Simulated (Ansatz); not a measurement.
# HCl: reading a single point

```yaml
crystal:
  lattice:
    - [-2.68388, 2.72495, 0.00000]
    - [2.68388, 0.00000, 2.92932]
    - [2.68388, 2.72495, 0.00000]
  atoms:
    - { symbol: H, position: [0.00000, 0.00000, 0.00000] }
    - { symbol: Cl, position: [0.50000, 0.00000, 0.50000] }
```

Level: PBEsol, no spin polarisation; 420 eV; 11×11×11 Γ-centred mesh; fermi-dirac occupations (width 0.1 eV); Ansatz 0.2.0, fixed geometry.

**Electronic structure.** It is a metal, with about 0.098 states/eV a cell as the mean within 0.25 eV of the Fermi level, mostly H s (54 %) and Cl p (45 %).
**Contacts.** H–Cl at 2.68 Å: least valence density 0.09 e/Å³ and ELF 0.25 there. Both are smooth PAW fields, read partly inside the augmentation spheres.
**Stress.** The pressure is -10.0 GPa (compression positive), so with the atoms held at these fractions the cell would first shrink. The principal stresses -12.3, -11.1, -6.5 GPa differ, so its shape would change too.
**Formation energy.** 1.11 eV an atom against the elements' usual phases (free molecules for gases, crystals otherwise, with no correction for O₂ or N₂), so at this geometry it isn't bound against them. Relaxing would lower it.

Origin: a known structure type with other elements, at an estimated volume, so it need not be a known compound.
